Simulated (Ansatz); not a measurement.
The calculation used DFT PBE, scalar-relativistic, plane waves, PAW (Ansatz 0.2.0). All cells share a 420 eV cutoff and Γ-centred k meshes spaced at most about 0.3 Å⁻¹ (about 0.25 or finer for metals, 2π included). No spin polarisation in the final relaxations.

All energies are static (0 K, no zero-point motion).

Two forms of Zr₃H were relaxed alike.

1.

```cif
data_structure
_symmetry_space_group_name_H-M 'Pm-3m'
_symmetry_Int_Tables_number 221
_cell_length_a 4.2424
_cell_length_b 4.2424
_cell_length_c 4.2424
_cell_angle_alpha 90.000
_cell_angle_beta 90.000
_cell_angle_gamma 90.000
_cell_volume 76.35
loop_
_atom_site_label
_atom_site_type_symbol
_atom_site_symmetry_multiplicity
_atom_site_Wyckoff_symbol
_atom_site_fract_x
_atom_site_fract_y
_atom_site_fract_z
_atom_site_occupancy
Zr1 Zr 3 c 0.50000 0.50000 0.00000 1
H1 H 1 a 0.00000 0.00000 0.00000 1
```

2.

```cif
data_structure
_symmetry_space_group_name_H-M 'P6/mmm'
_symmetry_Int_Tables_number 191
_cell_length_a 5.6564
_cell_length_b 5.6564
_cell_length_c 2.9957
_cell_angle_alpha 90.000
_cell_angle_beta 90.000
_cell_angle_gamma 120.000
_cell_volume 83.01
loop_
_atom_site_label
_atom_site_type_symbol
_atom_site_symmetry_multiplicity
_atom_site_Wyckoff_symbol
_atom_site_fract_x
_atom_site_fract_y
_atom_site_fract_z
_atom_site_occupancy
Zr1 Zr 3 g 0.50000 0.00000 0.50000 1
H1 H 1 b 0.00000 0.00000 0.50000 1
```

Problem. Which is lower in energy, and by how much?

Solution. Cell 1 is lower, by 225 meV/atom. Cell 1 has the Cu3Au (L1_2) type, space group Pm-3m (No. 221), 19.1 Å³/atom and no gap on its mesh; cell 2 has space group P6/mmm (No. 191), 20.8 Å³/atom and no gap. Counting Zr atoms around H (those within 1.25 times the shortest such distance or 1.15 times the sum of covalent radii, 1.27 where that leaves under three; the shortest distance is added where it exceeds 1.18 times the sum of covalent radii), cell 1 has H 12 from 3.0 Å and cell 2 has H 6. The denser one is the lower, and pressure would at first widen the difference. Even the lower one lies +0.68 eV/atom against the reference forms of the elements (uncorrected), so neither is stable at this level. In cell 1, Zr has 4 H at 3.00 Å and 8 Zr at 3.00 Å; H is surrounded by 12 Zr at 3.00 Å. In cell 2, Zr has 2 H at 2.83 Å and 6 Zr at 2.83–3.00 Å; H has 6 Zr at 2.83 Å and 2 H at 3.00 Å. Both come from invented guesses. A third cell relaxed alike, in P6_3/mcm, lies 0.78 eV/atom below the lower of the two.

With hydrogen, zero-point motion can shift such differences by 10 meV/atom or more. Cells relaxed within their symmetry can be saddle points.
